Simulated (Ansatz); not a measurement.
Here is the system:

YS:
```cif
data_SY
_chemical_formula_sum 'Y1 S1'
_space_group_name_H-M_alt 'P 1'
_space_group_IT_number 1
_cell_length_a 3.90719
_cell_length_b 3.90719
_cell_length_c 3.90719
_cell_angle_alpha 60.000
_cell_angle_beta 60.000
_cell_angle_gamma 60.000
loop_
_space_group_symop_operation_xyz
  'x, y, z'
loop_
_atom_site_label
_atom_site_type_symbol
_atom_site_fract_x
_atom_site_fract_y
_atom_site_fract_z
_atom_site_occupancy
Y1 Y 0.50000 0.50000 0.50000 1
S1 S 0.00000 0.00000 0.00000 1
```

This is the r²SCAN-relaxed structure.

### Question
All from plane-wave PAW r²SCAN (Ansatz code), unless another level is named. Estimate the electronic character.

### Answer
metallic (no gap).

### Question
What about the formation energy from the elements (no fitted shifts)?

### Answer
-2.29 eV/atom.

### Question
And the density of states at the Fermi level?

### Answer
0.45 states/eV per atom (mean over ±0.08 eV).

### Question
Predict the gap with spin–orbit coupling.

### Answer
none (metallic).

Space group Fm-3m (rock salt). The workflow started from an entry of the Crystallography Open Database (COD). Its standing as an ambient phase is unchecked. Symmetry was held in the r²SCAN relaxation; whether a distortion lowers the energy is not shown. The run is not spin-polarised. With an odd number of electrons in the cell and no spin polarisation, the count alone makes it a metal. The references are the lowest solids computed at this level, not always the standard phases. Spin–orbit coupling is left out wherever it is not named.

Potentials: the later of the program's two PAW sets.
